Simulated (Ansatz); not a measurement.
Relaxed-ion elastic tensor of V (bcc (W type), space group No. 229) in GPa (Voigt order), PBEsol (plane waves, PAW; program Ansatz); density 6.54 g/cm³, 12.94 Å³ per atom.

```csv
,1,2,3,4,5,6
1,293,149,149,0.0,0.0,0.0
2,149,293,149,0.0,0.0,0.0
3,149,149,293,0.0,0.0,0.0
4,0.0,0.0,0.0,21.5,0.0,0.0
5,0.0,0.0,0.0,0.0,21.5,0.0
6,0.0,0.0,0.0,0.0,0.0,21.5
```

Task: Is the crystal mechanically stable?

Result: Yes: the smallest eigenvalue of C is 21.5 GPa.

Task: Work out the Voigt, Reuss and Hill averages.

Result: K_V = 197, K_R = 197, K_H = 197; G_V = 41.5, G_R = 29.8, G_H = 35.7 GPa.

Task: Give Young's modulus, Poisson's ratio, Pugh's ratio and the universal anisotropy index.

Result: E = 9KG/(3K + G) = 101 GPa; ν = 0.41; K/G = 5.53 (ductile by the Pugh limit of 1.75); A_U = 5G_V/G_R + K_V/K_R − 6 = 1.97.

Task: Estimate the sound speeds and the Debye temperature.

Result: v_l = √((K + 4G/3)/ρ) = 6120 m/s, v_t = √(G/ρ) = 2340 m/s, mean 2650 m/s; Θ = (h/k)(3n/4πV)^(1/3) v_m = 336 K.

Task: Give the Zener ratio and Young's modulus along [100], [110] and [111].

Result: A = 2C44/(C11 − C12) = 0.30; 1/E = S11 − 2(S11 − S12 − S44/2)Γ with Γ = 0, 1/4, 1/3 gives 192, 74.7, 62.1 GPa.

Space group Im-3m (bcc (W type)). Symmetry was held in the PBEsol relaxation. The workflow began spin-polarised and lost its moments. The volume moved by 22 % from the start of the relaxation. As this level gives no gap, shear constants depend on the k-mesh and smearing (Fermi–Dirac, 0.1 eV here). On the denser mesh and wider smearing of the elastic run this cell carries a stress of 0.4 GPa.

Potentials: the later of the program's two PAW sets.
